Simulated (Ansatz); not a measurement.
GeS$_{2}$ in space group Pnnm (No. 58; Ge on 2a, S on 4g) at seven volumes, the program Ansatz at the HSE06 level (PAW), shape and atoms relaxed at each. One row is withheld.

```
V (Å³/atom)  P (GPa)
-----------  -------
17.588          6.57
18.168          3.70
18.748             ?
19.327          0.00
19.907         -1.01
20.487         -1.62
21.067         -1.96
```

Fit the shown pressures and predict the withheld one.

Third-order Birch–Murnaghan: P = (3/2)B₀(x^(7/2) − x^(5/2))[1 + (3/4)(B′ − 4)(x − 1)] with x = (V₀/V)^(2/3). Least squares on the six rows gives V₀ = 19.337 Å³/atom, B₀ = 41.14 GPa, B′ = 12.13. At V = 18.748, x = 1.0208 and P = 1.53 GPa. The run itself gave 1.54 GPa.

A made-up cell: these elements were put on the sites of a structure type; neither database checked (COD, Materials Project) lists it. COD files the formula under space group No. 14, 43, 82, 122, 217. Its standing as an ambient phase is unchecked. The HSE06 relaxation kept the symmetry of its start; its stability against distortions is not shown here.

Potentials: the later of the program's two PAW sets.
